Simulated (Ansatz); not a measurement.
# Cr₂O₃: field gradients at two levels of theory

Cell: an entry of the Crystallography Open Database (COD) whose atoms were relaxed with PBE, the cell held.

```yaml
crystal:
  lattice:
    - [2.47850, 1.43096, 4.53077]
    - [-2.47850, 1.43096, 4.53077]
    - [0.00000, -2.86193, 4.53077]
  atoms:
    - { symbol: Cr, position: [0.34981, 0.34981, 0.34981] }
    - { symbol: Cr, position: [0.15019, 0.15019, 0.15019] }
    - { symbol: Cr, position: [0.65019, 0.65019, 0.65019] }
    - { symbol: Cr, position: [0.84981, 0.84981, 0.84981] }
    - { symbol: O, position: [0.55274, 0.94726, 0.25000] }
    - { symbol: O, position: [0.25000, 0.55274, 0.94726] }
    - { symbol: O, position: [0.94726, 0.25000, 0.55274] }
    - { symbol: O, position: [0.44726, 0.05274, 0.75000] }
    - { symbol: O, position: [0.75000, 0.44726, 0.05274] }
    - { symbol: O, position: [0.05274, 0.75000, 0.44726] }
```

Atoms are numbered from 1 in the order listed; like atoms form one site, named after its first atom.

First run. The numbers come from a DFT calculation in Ansatz (PBE, plane waves and PAW, scalar-relativistic, collinear spin, 420 eV cutoff, Γ-centred 6×6×6 k-points, Fermi–Dirac smearing 0.02 eV). Start moments as typed (μB): -3 3 3 -3 0 0 0 0 0 0 by atom.

```tsv
site	atom	V_zz (10²¹ V/m²)	η	m (μB)
Cr	1	-0.047	0.00	-2.24
O	5	-3.54	0.37	0.00
```

Second run. The same atoms and settings, except that the functional is r2SCAN and the cutoff is 500 eV.

Task: What does the second run give?

Result: 

```csv
site,atom,V_zz,η,change of V_zz,m (μB)
Cr,1,0.096,0.00,+0.14,-2.35
O,5,-3.54,0.41,0.00,0.00
```

The largest change of V_zz is on Cr, from -0.047 to 0.096. V_zz changes sign on Cr (same axis). The absolute magnetisation of the cell goes from 11.5 to 11.9 μB.

The largest force is 0.5 eV/Å, so the atoms aren't at the calculated equilibrium and relaxing them would move these values. The magnetic order is the one that the run reached from its start moments, not necessarily the measured one.
For the second run: The program didn't check the stability of this electronic state in full, so a lower one may lie near.
